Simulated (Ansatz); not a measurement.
TePt:
```xyz
4
Lattice="3.5880 0.0000 0.0000 0.0000 3.5228 0.0000 0.0000 0.0000 7.8020" Properties=species:S:1:pos:R:3 pbc="T T T"
Pt     0.8970     0.0000     6.7213
Pt     2.6910     0.0000     1.0807
Te     0.8970     1.7614     2.0668
Te     2.6910     1.7614     5.7352
```

Relaxed with r²SCAN.

**Question.** Give the Bader charges and basin volumes of the independent atoms, the program Ansatz at the r²SCAN level (PAW).

**Answer.** 

```
atom  Bader charge (e)  Bader volume (Å³)
----  ----------------  -----------------
Pt1              -0.37               21.1
Te3              +0.37               28.2
```

Space group Pmma. The start of the workflow was typed in or built on a structure type; neither database checked (COD, Materials Project) lists it. COD files the formula under space group No. 166, 194. Its standing as an ambient phase is unchecked. Symmetry was held in the r²SCAN relaxation; whether a distortion lowers the energy is not shown. No spin polarisation was allowed. The volume moved by 26 % from the start of the relaxation. Scalar-relativistic: spin–orbit coupling is off unless named, which matters more the heavier the elements.

Potentials: the later of the program's two PAW sets.
